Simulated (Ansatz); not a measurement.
Ti₃Sb:
```xyz
8
Lattice="5.1503 0.0000 0.0000 0.0000 5.1503 0.0000 0.0000 0.0000 5.1503" Properties=species:S:1:pos:R:3 pbc="T T T"
Sb     0.0000     0.0000     0.0000
Sb     2.5752     2.5752     2.5752
Ti     0.0000     2.5752     1.2876
Ti     0.0000     2.5752     3.8627
Ti     1.2876     0.0000     2.5752
Ti     3.8627     0.0000     2.5752
Ti     2.5752     3.8627     0.0000
Ti     2.5752     1.2876     0.0000
```

Relaxed with PBEsol.

Question: Map the electron localisation function on the plane through (0.000, 0.000, 0.000) spanned by u = [1, 0, 0] and v = [0, 1, 0] in lattice vectors, from DFT-PBEsol in the program Ansatz with PAW potentials.

Answer: x is the fraction of u, y of v (the angle between them is 90°; rows are the nearest grid lines); atoms in the plane: Sb at (0.00, 0.00), Ti at (0.50, 0.75), Ti at (0.50, 0.25).
```
|   .=+##+=-------=+##+=.   |
|   :=+##+-::---::-+##+=:   |
|  .-=+#*-..:=+=:..-*#+=-.  |
|.:-=+**=..-*%%%*-..=**+=-:.|
|+++*##=..=%@*-*@%=..=##*+++|
|###%%*-..+@#. .#@+..-*%%###|
|#####*-..+@#. .#@+..-*#####|
|+*****=:.=%%+-+%%=.:=*****+|
|==+***+-.:*%@@@%*:.-+***+==|
|--=+*##+::-*%%%*-::+##*+=--|
|--=+#%%#+-:-=+=-:-+#%%#+=--|
|--=+#@@@%*=-----=*%@@@#+=--|
|--=+#@@@%*=-----=*%@@@#+=--|
|--=+#%%#+-:-=+=-:-+#%%#+=--|
|--=+*##+::-*%%%*-::+##*+=--|
|==+***+-.:*%@@@%*:.-+***+==|
|+*****=:.=%%+-+%%=.:=*****+|
|#####*-..+@#. .#@+..-*#####|
|###%%*-..+@#. .#@+..-*%%###|
|+++*##=..=%@*-*@%=..=##*+++|
|.:-=+**=..-*%%%*-..=**+=-:.|
|  .-=+#*-..:=+=:..-*#+=-.  |
|   :=+##+-::---::-+##+=:   |
|   .=+##+=-------=+##+=.   |
```
Scale: ten equal steps from 0.000 (start of ' ') to 0.671 (end of '@'), in the order ' .:-=+*#%@'; x runs from 0.000 to 1.00, y from 0.000 (bottom) to 1.00 (top).

The density is the valence pseudo-density with augmentation charge, so density and ELF within about 1 Å of a nucleus are not all-electron values.

Space group Pm-3n (A15 (Cr3Si type)). The workflow started from an entry of the Crystallography Open Database (COD). Its standing as an ambient phase is unchecked. The PBEsol relaxation kept the symmetry of its start; whether a distortion lowers the energy is not shown. The run is not spin-polarised. Scalar-relativistic: spin–orbit coupling is off unless named, which matters more the heavier the elements.

Potentials: the later of the program's two PAW sets.
